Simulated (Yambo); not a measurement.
RbH (rock salt, space group Fm-3m, No. 225): one transition space (10×10×10 mesh, 1 valence and 6 conduction bands, Tamm-Dancoff) with different kernels in Yambo, on PBEsol orbitals; field along x. BSE alone uses the static screening with 24 bands and a 4 Ry block; its scissor and those of RPA and TDDFT come from G0W0, that of the TDHF-type run from bare exchange.

| kernel | scissor (eV) | direct gap with it (eV) | lowest state (eV) |
|---|---|---|---|
| BSE (screened electron-hole attraction) | 2.54 | 5.27 | ? |
| TDHF-type (unscreened attraction, exchange-only scissor) | 7.27 | 9.99 | ? |
| RPA (no attraction) | 2.54 | 5.27 | 5.27 (strong) |

**Question.** Complete the blanks.

**Answer.** 
- BSE (screened electron-hole attraction), lowest state (eV): 4.61 (strong)
- TDHF-type (unscreened attraction, exchange-only scissor), lowest state (eV): 6.43 (strong)

RPA leaves the lowest state at the direct gap: no bound exciton. These are vertical excitations (zero momentum). Spin singlets only. Strong means a line over 3 % of the spectrum's maximum, dark under 0.03 %. Absolute energies carry the error of the G0W0 scissor, whose convergence isn't established. Convergence of the binding with the mesh was not shown.

Geometry of the Materials Project entry, not relaxed at this level; primitive cell a = b = c = 4.2484 Å, α = β = γ = 60.00°.
